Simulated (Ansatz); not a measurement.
AlN (zinc blende, F-43m), the program Ansatz at the LDA level (PAW). The conduction-band minimum lies at X, with 3 equivalent valleys. Second derivatives d²E/dk² of the lowest band at one valley (eV·Å²), along Cartesian directions:

```tsv
direction	d²E/dk²
[100]	14.60
[010]	23.72
[001]	23.72
[110]	19.16
[101]	19.16
[011]	23.71
```

### Question
Find the principal effective masses, the density-of-states mass and the conductivity mass.

### Answer
Off-diagonal terms follow from H_xy = H[110] − (H_xx + H_yy)/2, and m*/mₑ = 7.620 eV·Å² over each eigenvalue: 0.32, 0.32, 0.52. One valley's DOS mass (m₁m₂m₃)^(1/3) = 0.38, conductivity mass 3/(Σ 1/mᵢ) = 0.37 mₑ.

### Question
What effective density of states Nc follows at 300 K for parabolic valleys?

### Answer
Nc = 2.509e19 × 3 × (0.38)^(3/2) ≈ 1.8e19 cm⁻³.

### Question
With the computed static dielectric constant 8.37 (mean of the diagonal), estimate a hydrogenic donor's binding energy and radius.

### Answer
E = 13.606 eV × 0.37/8.37² ≈ 72 meV; a = 0.529 Å × ε/m* ≈ 12 Å. Semilocal masses tend to be too small where the gap is.

### Question
With ε∞ = 4.54 and ω_LO = 902 cm⁻¹, what Fröhlich coupling constant follows?

### Answer
α = (1/ε∞ − 1/ε0) √(m* × 13.606 eV/ħω_LO) = 0.68.

The LDA relaxation kept the symmetry of its start; phonons on a q-mesh show no instability.

Potentials: the later of the program's two PAW sets.
